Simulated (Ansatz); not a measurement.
TaAl (rock salt), relaxed with PBEsol (Ansatz, an electronic-structure program, plane waves, PAW): a = b = c = 5.231 Å, α = β = γ = 90.00°.

| Property | Value |
|---|---|
| ΔH_f (eV/atom) | 0.54 |
| B₀ by P(V) fit (GPa) | 130 |

Task: The same phase is relaxed and computed with r²SCAN in the same code. What are the cell and these values now?

Result: a = 5.2547 Å, b = 5.2547 Å, c = 5.2547 Å, α = 90.00°, β = 90.00°, γ = 90.00°.

ΔH_f (eV/atom): 0.49
B₀ by P(V) fit (GPa): 128

Typed or built starts, not in the databases checked: TaAl, rock salt. Unstable at this level: TaAl, rock salt with PBEsol; TaAl, rock salt with r²SCAN. All cells were relaxed under the symmetry of their starts (and spin orders); stability against distortions was not tested throughout. Rows with no word on spin ran without spin polarisation. Spin–orbit coupling is left out wherever it is not named.

Potentials: the later of the program's two PAW sets.

Ansatz is a plane-wave DFT program.

Formation energies count from the lowest solids of the elements computed at the same level, not from gases.
